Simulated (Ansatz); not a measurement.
## Calculated 47Ti NMR of the central transition for TiO2

Cell: a structure deposited in the COD whose atoms were relaxed with PBE, the cell held.

```cif
data_TiO2
_symmetry_space_group_name_H-M 'Pbca'
_symmetry_Int_Tables_number 61
_cell_length_a 5.1450
_cell_length_b 9.1850
_cell_length_c 5.4470
_cell_angle_alpha 90.000
_cell_angle_beta 90.000
_cell_angle_gamma 90.000
loop_
_atom_site_label
_atom_site_type_symbol
_atom_site_symmetry_multiplicity
_atom_site_Wyckoff_symbol
_atom_site_fract_x
_atom_site_fract_y
_atom_site_fract_z
Ti Ti 8 c 0.1386 0.1290 0.9056
O9 O 8 c 0.4646 0.2299 0.8912
O17 O 8 c 0.8160 0.0098 0.8506
```

One atom of each set is listed.

All values are calculated (Ansatz; DFT, r2SCAN, plane waves and PAW, scalar-relativistic, 500 eV cutoff, Γ-centred 5×3×4 k-points, Fermi–Dirac smearing 0.02 eV), not measured.

47Ti has I = 5/2 and Q = 302.0 mb (Pyykkö 2018); at 14.1 T its Larmor frequency is ν₀ = 33.9 MHz. Only the quadrupole interaction is simulated: positions count from each site's isotropic chemical shift, and shift anisotropy, dipolar and J coupling are left out.

Q: Simulate the second-order pattern (static powder, Gaussian broadening 7 kHz) of site Ti (6 O at 1.86–2.07 Å).

A: The calculation gives C_Q = 14.1 MHz and η = 0.85, so ν_Q = 2.11 MHz and the centre of gravity lies at -1286 ppm (-43.6 kHz).

(offset (kHz), height): (-234.7, 0), (-219.0, 10), (-203.3, 29), (-187.6, 30), (-171.9, 32), (-156.2, 33), (-140.5, 35), (-124.8, 38), (-109.0, 40), (-93.3, 43), (-77.6, 48), (-61.9, 53), (-46.2, 61), (-30.5, 76), (-14.8, 97), (0.9, 88), (16.6, 100), (32.3, 55), (48.0, 34), (63.8, 30), (79.5, 28), (95.2, 26), (110.9, 9), (126.6, 0)
